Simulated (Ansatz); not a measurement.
Be:
```xyz
2
Lattice="2.2263 0.0000 0.0000 -1.1132 1.9280 0.0000 0.0000 0.0000 3.5165" Properties=species:S:1:pos:R:3 pbc="T T T"
Be     0.0000     1.2854     2.6373
Be     1.1132     0.6427     0.8791
```

Relaxed with LDA. Special points in fractions of this cell's reciprocal vectors: Γ (0.000, 0.000, 0.000); M (0.500, 0.000, 0.000); K (0.333, 0.333, 0.000); A (0.000, 0.000, 0.500); L (0.500, 0.000, 0.500); H (0.333, 0.333, 0.500).

Q: List the band energies nearest the Fermi level at these points for LDA in the plane-wave PAW code Ansatz.

A: In eV from the Fermi level; about four levels below and three above (degenerate sets whole), none deeper than 8.9 eV; … stands for higher levels left out; points with the same levels are listed once.

```json
[
 {"k": "Γ", "below": "-4.68", "above": "1.30 …"},
 {"k": "M", "below": "-5.18 -3.15", "above": "3.64 6.63 …"},
 {"k": "K", "below": "-2.60 -1.01 -1.01", "above": "…"},
 {"k": "A", "below": "–", "above": "10.92 10.92 …"},
 {"k": "L", "below": "-3.80 -3.80", "above": "1.79 1.79 …"},
 {"k": "H", "below": "-1.23 -1.23", "above": "0.31 0.31 …"}
]
```

Space group P6_3/mmc (hcp (Mg type)). The LDA relaxation kept the symmetry of its start.

Potentials: the later of the program's two PAW sets.
